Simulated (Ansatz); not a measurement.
Ba₂PCl:
```yaml
crystal:
  lattice:
    - [2.33172, 1.34622, 7.55603]
    - [-2.33172, 1.34622, 7.55603]
    - [0.00000, -2.69244, 7.55603]
  atoms:
    - { symbol: Ba, position: [0.75880, 0.75880, 0.75880] }
    - { symbol: Ba, position: [0.24120, 0.24120, 0.24120] }
    - { symbol: P, position: [0.50000, 0.50000, 0.50000] }
    - { symbol: Cl, position: [0.00000, 0.00000, 0.00000] }
```

The program Ansatz at the r²SCAN level (PAW) gives a gap of 1.45 eV without spin–orbit coupling, maximum at F, minimum at F.

Q: What happens when spin–orbit coupling is switched on?

A: The gap shrinks by 0.02 eV, to 1.43 eV; maximum at F, minimum at F.

Q: Give the electron effective mass with spin–orbit coupling.

A: 0.37, 0.37, 1.3 mₑ (principal values).

Q: Give the hole effective mass with spin–orbit coupling.

A: 0.79, 2.1, 11 mₑ (principal values).

Space group R-3m. The first step of the workflow began from a Materials Project structure, measured or hypothetical; the Crystallography Open Database files this formula in space group No. 166, but the cells were not matched. Whether it is the stable phase at ambient conditions was not checked. The cell was relaxed with r²SCAN under the symmetry of its start; its stability against distortions is not shown here.

Potentials: the later of the program's two PAW sets.
